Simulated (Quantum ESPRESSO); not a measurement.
# Al2NbZr4Rh: finding a planted mistake in a log

A calculation, not a measurement. The program is pw.x of Quantum ESPRESSO 7.5 (plane-wave density functional theory). The cell is made up: eight metal atoms on a hexagonal close-packed lattice, with elements, volume, strain and displacements drawn at random and not relaxed, so it may be unstable or far from any real phase. PseudoDojo standard norm-conserving files set the functional (PBE unless stated); there is no spin polarisation or spin-orbit coupling, the Fermi-Dirac width of 0.25 eV means electrons at about 2900 K, and the masses in the input are unused placeholders. A spin test at this wide smearing found no moment, but such smearing suppresses magnetism that the real alloy may have.

Intended input:

```
&control calculation='scf', pseudo_dir='./dojo.nc.sr.pbe.v0_5.standard.upf', outdir='./o', disk_io='minimal', tprnfor=.true., tstress=.true. /
&system ibrav=0, nat=8, ntyp=4, nbnd=58, ecutwfc=87.97787729, nosym=.true., tot_charge=0,
 occupations='smearing', smearing='fd', degauss=0.0183746611
/
&electrons conv_thr=1.470e-08, electron_maxstep=70, mixing_beta=0.5 /
ATOMIC_SPECIES
Al 1.0 Al.upf
Nb 1.0 Nb.upf
Rh 1.0 Rh.upf
Zr 1.0 Zr.upf
CELL_PARAMETERS angstrom
0.0182 0.0068 4.8581
6.0912 0.0028 0.0229
-3.0432 5.1971 -0.0041
ATOMIC_POSITIONS angstrom
Al -0.0528 -0.0028 0.073
Nb -1.4764 2.6211 -0.0138
Zr 3.0435 0.0086 -0.0313
Al 1.548 2.5692 -0.1077
Zr -0.1134 1.7689 2.4208
Zr -1.4555 4.2289 2.4454
Rh 3.1143 1.7543 2.4301
Zr 1.5432 4.4096 2.4628
K_POINTS automatic
5 5 5 1 1 1
```

The log is shortened where brackets say so; the opening notice, blank lines, dates and the lines on written files are dropped, and the path of the files is cut. It prints rydbergs, bohrs and kilobars, and counts compression as positive stress. Its total energy is the free energy E - TS of the whole cell.

Log of the intended run:

```
     Program PWSCF v.7.5
     Parallel version (MPI & OpenMP), running on       4 processor cores
     Number of MPI processes:                 4
     Threads/MPI process:                     1
     [start-up lines left out]
     bravais-lattice index     =            0
     lattice parameter (alat)  =       9.1806  a.u.
     unit-cell volume          =    1038.0945 (a.u.)^3
     number of atoms/cell      =            8
     number of atomic types    =            4
     number of electrons       =        84.00
     number of Kohn-Sham states=           58
     kinetic-energy cutoff     =      87.9779  Ry
     charge density cutoff     =     351.9115  Ry
     scf convergence threshold =      1.5E-08
     mixing beta               =       0.5000
     number of iterations used =            8  plain     mixing
     Exchange-correlation= PBE
                           (   1   4   3   4   0   0   0)
     [axes and pseudopotential details left out]
   Cartesian axes
     site n.     atom                  positions (alat units)
         1        Al     tau(   1) = (  -0.0108684  -0.0005764   0.0150263  )
         2        Nb     tau(   2) = (  -0.3039024   0.5395276  -0.0028406  )
         3        Zr     tau(   3) = (   0.6264745   0.0017702  -0.0064428  )
         4        Al     tau(   4) = (   0.3186405   0.5288445  -0.0221690  )
         5        Zr     tau(   5) = (  -0.0233423   0.3641106   0.4982978  )
         6        Zr     tau(   6) = (  -0.2996003   0.8704774   0.5033615  )
         7        Rh     tau(   7) = (   0.6410480   0.3611054   0.5002121  )
         8        Zr     tau(   8) = (   0.3176525   0.9076727   0.5069431  )
     number of k points=    63  Fermi-Dirac smearing, width (Ry)=  0.0184
                       cart. coord. in units 2pi/alat
        k(    1) = (   0.0793182   0.1400017   0.0995077), wk =   0.0320000
        k(    2) = (   0.0792333   0.3269076   0.0992464), wk =   0.0320000
     [further k points left out]
     Dense  grid:   115737 G-vectors     FFT dimensions: (  60,  72,  72)
     Estimated max dynamical RAM per process >     387.48 MB
     Estimated total dynamical RAM >       1.43 GB
     Initial potential from superposition of free atoms
     starting charge      83.9827, renormalised to      84.0000
     Starting wfcs are   68 randomized atomic wfcs
     total cpu time spent up to now is        5.1 secs
     per-process dynamical memory:   309.4 Mb
     Self-consistent Calculation
     iteration #  1     ecut=    87.98 Ry     beta= 0.50
     Davidson diagonalization with overlap
     ethr =  1.00E-02,  avg # of iterations =  2.5
     total cpu time spent up to now is       14.2 secs
     total energy              =    -772.38110190 Ry
     estimated scf accuracy    <       2.04482005 Ry
     iteration #  2     ecut=    87.98 Ry     beta= 0.50
     Davidson diagonalization with overlap
     ethr =  2.43E-03,  avg # of iterations =  3.6
     total cpu time spent up to now is       24.9 secs
     total energy              =    -772.24099567 Ry
     estimated scf accuracy    <      15.47675029 Ry
     [iterations 3 to 13 left out]
     iteration # 14     ecut=    87.98 Ry     beta= 0.50
     Davidson diagonalization with overlap
     ethr =  1.09E-09,  avg # of iterations =  2.0
     total cpu time spent up to now is      125.8 secs
     total energy              =    -773.54967998 Ry
     estimated scf accuracy    <       0.00000108 Ry
     iteration # 15     ecut=    87.98 Ry     beta= 0.50
     Davidson diagonalization with overlap
     ethr =  1.09E-09,  avg # of iterations =  1.0
     total cpu time spent up to now is      132.7 secs
     End of self-consistent calculation
     [lines on levels left out]
!    total energy              =    -773.54968007 Ry
     estimated scf accuracy    <       0.00000001 Ry
     smearing contrib. (-TS)   =      -0.12529859 Ry
     internal energy E=F+TS    =    -773.42438148 Ry
     The total energy is F=E-TS. E is the sum of the following terms:
     one-electron contribution =    -250.36195880 Ry
     hartree contribution      =     162.67615976 Ry
     xc contribution           =    -148.66848402 Ry
     ewald contribution        =    -537.07009842 Ry
     convergence has been achieved in  15 iterations
     Forces acting on atoms (cartesian axes, Ry/au):
     atom    1 type  1   force =     0.01832218   -0.00425670   -0.02074652
     atom    2 type  2   force =    -0.02348373   -0.01308951    0.00657131
     atom    3 type  4   force =     0.00349493    0.03308906    0.01880707
     atom    4 type  1   force =     0.01331169   -0.00181564    0.01999395
     atom    5 type  4   force =     0.05868368   -0.03218124   -0.00116396
     atom    6 type  4   force =    -0.05546299    0.04601045   -0.00795220
     atom    7 type  3   force =    -0.04615731    0.00162478   -0.00204736
     atom    8 type  4   force =     0.03129154   -0.02938121   -0.01346229
     Total force =     0.132247     Total SCF correction =     0.000396
     Computing stress (Cartesian axis) and pressure
          total   stress  (Ry/bohr**3)                   (kbar)     P=       27.38
   0.00009680   0.00004974   0.00000754           14.24        7.32        1.11
   0.00004974   0.00012979  -0.00000856            7.32       19.09       -1.26
   0.00000754  -0.00000856   0.00033174            1.11       -1.26       48.80
     init_run     :      4.81s CPU      4.98s WALL (       1 calls)
     electrons    :    127.27s CPU    127.63s WALL (       1 calls)
     forces       :      1.46s CPU      1.46s WALL (       1 calls)
     stress       :      5.05s CPU      5.05s WALL (       1 calls)
     [timing details left out]
     PWSCF        :   2m18.67s CPU   2m19.22s WALL
     JOB DONE.
```

A second run was made from an input with one planted mistake. Its log:

```
     Program PWSCF v.7.5
     Parallel version (MPI & OpenMP), running on       4 processor cores
     Number of MPI processes:                 4
     Threads/MPI process:                     1
     [start-up lines left out]
     bravais-lattice index     =            0
     lattice parameter (alat)  =       9.3036  a.u.
     unit-cell volume          =    1080.3718 (a.u.)^3
     number of atoms/cell      =            8
     number of atomic types    =            4
     number of electrons       =        84.00
     number of Kohn-Sham states=           58
     kinetic-energy cutoff     =      87.9779  Ry
     charge density cutoff     =     351.9115  Ry
     scf convergence threshold =      1.5E-08
     mixing beta               =       0.5000
     number of iterations used =            8  plain     mixing
     Exchange-correlation= PBE
                           (   1   4   3   4   0   0   0)
     [axes and pseudopotential details left out]
   Cartesian axes
     site n.     atom                  positions (alat units)
         1        Al     tau(   1) = (  -0.0108668  -0.0005687   0.0150308  )
         2        Nb     tau(   2) = (  -0.3039056   0.5395228  -0.0028437  )
         3        Zr     tau(   3) = (   0.6264778   0.0017671  -0.0064389  )
         4        Al     tau(   4) = (   0.3186317   0.5288388  -0.0221602  )
         5        Zr     tau(   5) = (  -0.0233383   0.3641099   0.4982898  )
         6        Zr     tau(   6) = (  -0.2995995   0.8704838   0.5033678  )
         7        Rh     tau(   7) = (   0.6410414   0.3611037   0.5002194  )
         8        Zr     tau(   8) = (   0.3176567   0.9076748   0.5069427  )
     number of k points=    63  Fermi-Dirac smearing, width (Ry)=  0.0184
                       cart. coord. in units 2pi/alat
        k(    1) = (   0.0793195   0.1400048   0.0995081), wk =   0.0320000
        k(    2) = (   0.0792357   0.3269128   0.0992465), wk =   0.0320000
     [further k points left out]
     Dense  grid:   120465 G-vectors     FFT dimensions: (  60,  72,  72)
     Estimated max dynamical RAM per process >     402.12 MB
     Estimated total dynamical RAM >       1.48 GB
     Initial potential from superposition of free atoms
     starting charge      83.9827, renormalised to      84.0000
     Starting wfcs are   68 randomized atomic wfcs
     total cpu time spent up to now is        5.1 secs
     per-process dynamical memory:   320.7 Mb
     Self-consistent Calculation
     iteration #  1     ecut=    87.98 Ry     beta= 0.50
     Davidson diagonalization with overlap
     ethr =  1.00E-02,  avg # of iterations =  2.4
     total cpu time spent up to now is       14.4 secs
     total energy              =    -772.43172053 Ry
     estimated scf accuracy    <       1.96609239 Ry
     iteration #  2     ecut=    87.98 Ry     beta= 0.50
     Davidson diagonalization with overlap
     ethr =  2.34E-03,  avg # of iterations =  3.8
     total cpu time spent up to now is       25.5 secs
     total energy              =    -772.20970051 Ry
     estimated scf accuracy    <      16.16549096 Ry
     [iterations 3 to 14 left out]
     iteration # 15     ecut=    87.98 Ry     beta= 0.50
     Davidson diagonalization with overlap
     ethr =  8.80E-10,  avg # of iterations =  1.0
     total cpu time spent up to now is      135.0 secs
     total energy              =    -773.55094828 Ry
     estimated scf accuracy    <       0.00000001 Ry
     iteration # 16     ecut=    87.98 Ry     beta= 0.50
     Davidson diagonalization with overlap
     ethr =  1.78E-11,  avg # of iterations =  4.5
     total cpu time spent up to now is      144.6 secs
     End of self-consistent calculation
     [lines on levels left out]
!    total energy              =    -773.55094828 Ry
     estimated scf accuracy    <          5.5E-09 Ry
     smearing contrib. (-TS)   =      -0.13025669 Ry
     internal energy E=F+TS    =    -773.42069159 Ry
     The total energy is F=E-TS. E is the sum of the following terms:
     one-electron contribution =    -260.68242100 Ry
     hartree contribution      =     165.63909575 Ry
     xc contribution           =    -148.40552236 Ry
     ewald contribution        =    -529.97184398 Ry
     convergence has been achieved in  16 iterations
     Forces acting on atoms (cartesian axes, Ry/au):
     atom    1 type  1   force =     0.01584260   -0.00374299   -0.01887564
     atom    2 type  2   force =    -0.02010923   -0.01051974    0.00585439
     atom    3 type  4   force =     0.00302504    0.03029672    0.01705831
     atom    4 type  1   force =     0.01203423   -0.00117959    0.01716391
     atom    5 type  4   force =     0.05025445   -0.02886299   -0.00088811
     atom    6 type  4   force =    -0.05186734    0.03987732   -0.00742419
     atom    7 type  3   force =    -0.03691411    0.00053192   -0.00070778
     atom    8 type  4   force =     0.02773437   -0.02640064   -0.01218089
     Total force =     0.116200     Total SCF correction =     0.000284
     Computing stress (Cartesian axis) and pressure
          total   stress  (Ry/bohr**3)                   (kbar)     P=      -17.49
  -0.00019576   0.00004124   0.00000720          -28.80        6.07        1.06
   0.00004124  -0.00017071  -0.00000604            6.07      -25.11       -0.89
   0.00000720  -0.00000604   0.00000975            1.06       -0.89        1.43
     init_run     :      4.81s CPU      5.00s WALL (       1 calls)
     electrons    :    139.14s CPU    139.47s WALL (       1 calls)
     forces       :      1.51s CPU      1.51s WALL (       1 calls)
     stress       :      5.09s CPU      5.09s WALL (       1 calls)
     [timing details left out]
     PWSCF        :   2m30.64s CPU   2m31.17s WALL
     JOB DONE.
```

Question: the log repeats what the program read. Compare it with the intended run: what was wrong in the second input?

Answer: the cell and the positions are scaled by a wrong factor. The input lines that differ:

```
- 0.0182 0.0068 4.8581
- 6.0912 0.0028 0.0229
- -3.0432 5.1971 -0.0041
+ 0.0184 0.0069 4.9232
+ 6.1728 0.0028 0.0232
+ -3.084 5.2667 -0.0042
- Al -0.0528 -0.0028 0.073
- Nb -1.4764 2.6211 -0.0138
- Zr 3.0435 0.0086 -0.0313
- Al 1.548 2.5692 -0.1077
- Zr -0.1134 1.7689 2.4208
- Zr -1.4555 4.2289 2.4454
- Rh 3.1143 1.7543 2.4301
- Zr 1.5432 4.4096 2.4628
+ Al -0.0535 -0.0028 0.074
+ Nb -1.4962 2.6562 -0.014
+ Zr 3.0843 0.0087 -0.0317
+ Al 1.5687 2.6036 -0.1091
+ Zr -0.1149 1.7926 2.4532
+ Zr -1.475 4.2856 2.4782
+ Rh 3.156 1.7778 2.4627
+ Zr 1.5639 4.4687 2.4958
```

|  | intended run | run with the mistake |
| --- | --- | --- |
| free energy (eV) | -10524.680 | -10524.697 |
| entropy term -TS, part of it (eV) | -1.705 | -1.772 |
| pressure (GPa) | 2.74 | -1.75 |
| size of the largest force component (eV/Å) | 1.509 | 1.334 |
| largest change of a force component (eV/Å) |  | 0.238 |
| iterations | 15 | 16 |

For scale, a rerun of the intended cell at a higher cutoff and on a denser mesh moved values by no more than 0.005 eV in energy, 0.02 GPa in stress and 0.007 eV/Å in force, and a second program with other atomic files agreed on that cell to 2 % rms in force and 0.5 GPa in pressure.